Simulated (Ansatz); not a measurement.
Question: Name crystals whose computed values (plane-wave PAW LDA (Ansatz code)) fall in these windows: highest Γ mode, no LO–TO term (cm⁻¹) 200 to 250; B₀ by P(V) fit (GPa) 40 to 54; G_Hill (GPa) 27 to 34.

Answer: 

```json
[
 {"crystal": "Mg2Sn, fluorite or antifluorite type", "highest Γ mode, no LO–TO term (cm⁻¹)": "220", "B₀ by P(V) fit (GPa)": "46.6", "G_Hill (GPa)": "29.7"}
]
```
Others may fit too.

The cell was relaxed under the symmetry of its start. Scalar-relativistic: spin–orbit coupling is off unless named, which matters more the heavier the elements.

Potentials: the later of the program's two PAW sets.
